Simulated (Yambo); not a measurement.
Yambo run on BN (space group P6_3/mmc, No. 194). The wavefunctions come from this Quantum ESPRESSO step (PBE, PseudoDojo standard norm-conserving files, scalar-relativistic):

```
&CONTROL
  calculation = 'nscf'
  pseudo_dir = './pseudo'
  outdir = './out'
/
&SYSTEM
  ibrav = 0
  nat = 4
  ntyp = 2
  ecutwfc = 84.0
  ecutrho = 336.0
  occupations = 'fixed'
  force_symmorphic = .true.
  nbnd = 32
/
&ELECTRONS
  conv_thr = 4e-09
  diago_full_acc = .true.
  diago_thr_init = 1e-08
/
ATOMIC_SPECIES
B 10.8100 B.upf
N 14.0070 N.upf
CELL_PARAMETERS angstrom
  2.505356719040   0.000000000000   0.000000000000
 -1.252678359520   2.169702564231   0.000000000000
  0.000000000000   0.000000000000   6.610266228000
ATOMIC_POSITIONS crystal
B   0.333333333000   0.666666667000   0.250000000000
B   0.666666666333   0.333333333667   0.750000000000
N   0.333333333000   0.666666667000   0.750000000000
N   0.666666666333   0.333333333667   0.250000000000
K_POINTS automatic
6 6 2 0 0 0
```

Yambo input:

```
rim_cut
gw0
dyson
el_el_corr
HF_and_locXC
ppa
em1d
RandQpts= 1000000
RandGvec= 1 Ry
EXXRLvcs= 84 Ry
VXCRLvcs= 336 Ry
Chimod= "HARTREE"
% BndsRnXp
 1 | 31 |
%
NGsBlkXp= 6 Ry
% LongDrXp
 1.0 | 1.0 | 1.0 |
%
PPAPntXp= 27.2114 eV
% GbndRnge
 1 | 31 |
%
GTermKind= "BG"
DysSolver= "n"
ExtendOut
% QPkrange
 1 | 1 | 8 | 9 |
 2 | 2 | 8 | 9 |
 7 | 7 | 8 | 9 |
 14 | 14 | 8 | 9 |
%
```

k points by index: 1 = Γ, 2 = A, 7 = M, 14 = H.

Table of the .qp output:

```
#    K-point    Band    Eo [eV]    E [eV]    E-Eo [eV]    Vxc [eV]    Vnlxc [eV]    Sc|Eo [eV]    Sc|E [eV]    dSc/dw|Eo [eV]    Re(Z)    Im(Z)
#
    1    8    -1.305773    -1.850820    -0.545047    -18.42286    -22.77419    3.685402    3.806283    -6.033849    0.818503    -0.001049
    1    9    5.323267    5.695168    0.371902    -8.709552    -4.551155    -3.723889    -3.786496    -4.579714    0.855943    -0.915932E-3
    2    8    -1.325184    -1.866564    -0.541380    -18.39973    -22.76036    3.699161    3.819253    -6.035075    0.818473    -0.001050
    2    9    7.696758    8.533336    0.836578    -10.84222    -5.828982    -4.016211    -4.176656    -5.217912    0.839097    -0.001325
    7    8    -0.416307    -0.888199    -0.471892    -16.40567    -19.95564    2.969567    3.078082    -6.256272    0.813064    -0.001117
    7    9    4.300410    5.252667    0.952257    -10.29713    -5.410205    -3.758151    -3.934667    -5.043589    0.843633    -0.963911E-3
    14    8    0.000000    -0.404628    -0.404628    -16.63010    -19.95240    2.825941    2.917665    -6.167206    0.815233    -0.001095
    14    9    4.662884    5.770990    1.108106    -10.92381    -5.679371    -3.919730    -4.136329    -5.318478    0.836504    -0.001007
```
(The two width columns are left out.) Convergence of these settings isn't established.

Geometry relaxed with PBE+D3(BJ).
